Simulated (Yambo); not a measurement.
Yambo run on SiO₂ (α-quartz, space group P3_121, No. 152). The wavefunctions are norm-conserving PBEsol (Quantum ESPRESSO, 84 Ry, without SOC) ones on a 3×3×4 mesh (24 occupied bands); a = b = 4.9150 Å, c = 5.4313 Å, α = β = 90.00°, γ = 120.00°.

Yambo input:

```
rim_cut
HF_and_locXC
RandQpts= 1000000
RandGvec= 1 Ry
EXXRLvcs= 84 Ry
VXCRLvcs= 336 Ry
% QPkrange
 1 | 1 | 24 | 25 |
 3 | 3 | 24 | 25 |
 7 | 7 | 24 | 25 |
 9 | 9 | 24 | 25 |
%
```

k points by index: 1 = Γ, 3 = A, 7 = K, 9 = H.

Resulting energies as the program prints them:

```
#    K-point    Band    Eo [eV]    Ehf [eV]    Vxc [eV]    Vnlxc [eV]
#
    1    24    -0.307502    -6.325368    -19.30164    -25.31951
    1    25    5.866724    10.39191    -11.17378    -6.648591
    3    24    -0.086941    -6.118887    -19.71158    -25.74353
    3    25    7.805963    12.70124    -12.47201    -7.576729
    7    24    0.000000    -5.987025    -19.85109    -25.83811
    7    25    8.765244    14.03335    -12.57481    -7.306697
    9    24    -0.578426    -6.674128    -19.12793    -25.22363
    9    25    8.827729    14.86847    -14.13074    -8.090004
```
Exchange alone, without screening.

Geometry of the Materials Project entry, not relaxed at this level.
